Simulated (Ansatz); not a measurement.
Input and command of a calculation in Ansatz (plane waves; scalar-relativistic PAW potentials unless the input names others):

```yaml
crystal:
  lattice:
    - [3.84752855, 2.22137165, 12.58201778]
    - [-3.84752855, 2.22137165, 12.58201778]
    - [0.0, -4.44274329, 12.58201778]
  atoms:
    - { symbol: Na, position: [0.25419295, 0.25419295, 0.25419295] }
    - { symbol: Na, position: [0.74580705, 0.74580705, 0.74580705] }
    - { symbol: Br, position: [0.5, 0.5, 0.5] }
    - { symbol: Cl, position: [0.0, 0.0, 0.0] }
basis:
  ecutwfc: 420
kpoints:
  mp_grid: { grid: [9, 9, 9] }
hamiltonian:
  xc: pbesol
scf:
  occupations: { method: gaussian, width: 0.05 }
  max_iter: 100
output:
  forces: true
  eigenvalues: true
  stress: true
```

```bash
ansatz run input.yaml --threads 1 --pin off --max-ram 1228MiB --backend cpu --events-out ev --progress --plain --runs-dir out
```

Abridged log:
```
Basis set: ecut = 420 eV, 12535 PW (Γ), FFT grids on a1−a3, a2−a3, a3, exchange–correlation on 108×108×180 points (8 copies of the dense FFT grid, shifted against one another)
Bands: 20, of which v1, the nominal top of the filled ones, is band 16 counted from 1 (15 counted from 0)
Symmetry: 12 space group operations
k-points: 85 of 729
SCF iter   1: F=—  HF=-6753.443988 eV  |F-HF|=—  |Δ(HF+E_count)|=         —  Δρ=1.70e-2  dr2=8.86e0  ethr=1.77e-3  ⟨swp⟩=6.5  Hψ=8623  notcnv=0
SCF iter   2: F=—  HF=-6749.835324 eV  |F-HF|=—  |Δ(HF+E_count)|=    3.61e0  Δρ=7.19e-3  dr2=1.62e0  ethr=1.77e-3  ⟨swp⟩=4.0  Hψ=4342  notcnv=0
SCF iter   3: F=—  HF=-6749.313940 eV  |F-HF|=—  |Δ(HF+E_count)|=   5.21e-1  Δρ=3.04e-3  dr2=2.28e-1  ethr=1.77e-3  ⟨swp⟩=3.4  Hψ=2924  notcnv=0
SCF iter   4: F=—  HF=-6749.319932 eV  |F-HF|=—  |Δ(HF+E_count)|=   5.99e-3  Δρ=1.11e-3  dr2=1.76e-2  ethr=7.11e-4  ⟨swp⟩=3.6  Hψ=3164  notcnv=0
SCF iter   5: F=—  HF=-6749.322410 eV  |F-HF|=—  |Δ(HF+E_count)|=   2.48e-3  Δρ=4.85e-4  dr2=2.79e-3  ethr=5.49e-5  ⟨swp⟩=2.1  Hψ=3305  notcnv=0
SCF iter   6: F=—  HF=-6749.323656 eV  |F-HF|=—  |Δ(HF+E_count)|=   1.25e-3  Δρ=1.03e-4  dr2=1.73e-4  ethr=8.71e-6  ⟨swp⟩=2.2  Hψ=2602  notcnv=0  defer=1
SCF iter   7: F=—  HF=-6749.323822 eV  |F-HF|=—  |Δ(HF+E_count)|=   1.66e-4  Δρ=2.62e-5  dr2=7.30e-6  ethr=5.41e-7  ⟨swp⟩=2.0  Hψ=2609  notcnv=0
SCF iter   8: F=—  HF=-6749.323819 eV  |F-HF|=—  |Δ(HF+E_count)|=   2.91e-6  Δρ=8.98e-6  dr2=1.49e-6  ethr=2.28e-8  ⟨swp⟩=2.2  Hψ=2885  notcnv=0
SCF iter   9: F=—  HF=-6749.323819 eV  |F-HF|=—  |Δ(HF+E_count)|=   2.30e-7  Δρ=3.22e-6  dr2=2.53e-7  ethr=4.66e-9  ⟨swp⟩=2.0  Hψ=2380  notcnv=0
SCF iter  10: F=-6749.323819 eV  HF=-6749.323819 eV  |F-HF|=6.75e-9  |Δ(HF+E_count)|=   5.83e-8  Δρ=6.52e-7  dr2=1.02e-8  ethr=3.13e-10  ⟨swp⟩=7.8  Hψ=8547  notcnv=0
SCF 1 converged in 10 iterations: F = -6749.323819 eV  dr2 = 1.02e-8
SCF converged after 10 iterations
Free energy (F): -6749.323819 eV
Harris-Foulkes:  -6749.323819 eV  (|F-HF|=6.75e-9)
Internal energy: -6749.323819 eV  (E = F + TS)
E sigma→0 (E₀):  -6749.323819 eV
Fermi energy:    -2.459438 eV
--- Forces (eV/Å), atoms counted from 1 ---
  atom   1  Na     0.00000000     0.00000000    -0.04395795
  atom   2  Na     0.00000000     0.00000000     0.04395795
  atom   3  Br     0.00000000     0.00000000     0.00000000
  atom   4  Cl     0.00000000     0.00000000     0.00000000
--- Stress (GPa, compression-positive) ---
       -0.777806       0.000000       0.000000
        0.000000      -0.777806       0.000000
        0.000000       0.000000      -0.781790
  P = ⅓ Tr σ = -0.7791 GPa (-7.791 kbar)
```

Q: The run was meant for a cell not far from equilibrium. What should be changed?

A: The fault is a lattice typed in bohr (lattice vectors times 1.890). Setting it back cures it. The run converged all the same, with an energy at zero smearing 1.6 eV/atom above the reference's, pressure -0.78 GPa, largest force 0.044 eV/Å, gap on the mesh 1.22 eV, so convergence alone doesn't show that an input is right. A reference run of the cell with lattice vectors 2.0360 1.1755 6.6581; -2.0360 1.1755 6.6581; 0.0000 -2.3510 6.6581 Å and the atoms in their places converged with pressure 0.07 GPa, largest force 0.008 eV/Å, gap on the mesh 4.17 eV.